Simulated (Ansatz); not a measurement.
# 11B nuclear quadrupole resonance in BN at a changed volume

Cell: an entry of the Crystallography Open Database (COD), relaxed with PBE at fixed cell and then changed (volume scaled by 0.94, ions relaxed).

```cif
data_structure
_symmetry_space_group_name_H-M 'P 1'
_symmetry_Int_Tables_number 1
_cell_length_a 2.4881
_cell_length_b 2.4881
_cell_length_c 6.4633
_cell_angle_alpha 90.000
_cell_angle_beta 90.000
_cell_angle_gamma 120.000
_cell_volume 34.65
loop_
_atom_site_label
_atom_site_type_symbol
_atom_site_fract_x
_atom_site_fract_y
_atom_site_fract_z
_atom_site_occupancy
B1 B 0.33333 0.66667 0.25000 1
B2 B 0.66667 0.33333 0.75000 1
N3 N 0.33333 0.66667 0.75000 1
N4 N 0.66667 0.33333 0.25000 1
```

Atom numbers follow the list; atoms alike are taken as one site, whose name carries the number of the first.

All values are calculated (Ansatz; DFT, PBE, plane waves and PAW, scalar-relativistic, 420 eV cutoff, Γ-centred 13×13×5 k-points, Fermi–Dirac smearing 0.02 eV), not measured.

11B: I = 3/2, Q = 40.59 mb (year-2017 value). Static lattice, zero field.

Question: At which frequencies do the 11B NQR lines lie?

Answer: For I = 3/2 there is one line, ν = (|C_Q|/2)(1 + η²/3)^½.

```json
{"site": "B", "atoms": "1, 2", "V_zz (10²¹ V/m²)": "2.86", "C_Q (MHz)": "2.81", "η": "0.00", "line frequencies (MHz)": "1.40"}
```

Question: And for ¹⁰B (I = 3, Q = 84.59 mb) on B?

Answer: C_Q scales with Q to 5.85 MHz, with lines at 0.293, 0.878, 1.46 MHz.

An axis of threefold or higher order runs through B, so V_zz lies along it and η is zero.

At this changed cell the PBE pressure is 9 GPa.
